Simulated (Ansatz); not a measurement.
## Vibrational response of CoSi6Ni2

The calculation used DFT PBE, scalar-relativistic, plane waves, PAW in Ansatz. Plane waves to 420 eV; Γ-centred k mesh 12×12×4; Fermi-Dirac smearing of 0.15 eV. No spin polarisation. Phonons by linear response, acoustic sum rule imposed.

Equilibrium structure at this level:
```xyz
9
Lattice="3.8224 0.0000 0.0000 -1.9112 3.3103 0.0000 0.0000 0.0000 9.3488" Properties=species:S:1:pos:R:3 pbc="T T T"
Co    0.0000    0.0000    0.0000
Si    0.0000    2.2068    5.4673
Si    1.9112    1.1034    8.6145
Si    0.0000    0.0000    2.2889
Si    0.0000    2.2068    0.7344
Si    1.9112    1.1034    3.8815
Si    0.0000    0.0000    7.0600
Ni    0.0000    2.2068    3.1215
Ni    1.9112    1.1034    6.2274
```

The structure comes from a generated guess, relaxed at this level; another structure or a mixture of phases may lie lower. In a metal, frequencies depend on the k mesh and the smearing, soft modes most.

Optical modes at Γ:
```tsv
frequency (cm⁻¹)	degeneracy
86	2
98	2
233	1
237	1
296	2
298	2
314	2
316	1
325	1
333	1
336	2
342	1
347	2
351	2
372	1
398	1
```

All 24 optical modes at Γ are real: no displacement of atoms at fixed cell lowers the energy to second order. Strains and modes at other wave vectors aren't tested by this run.
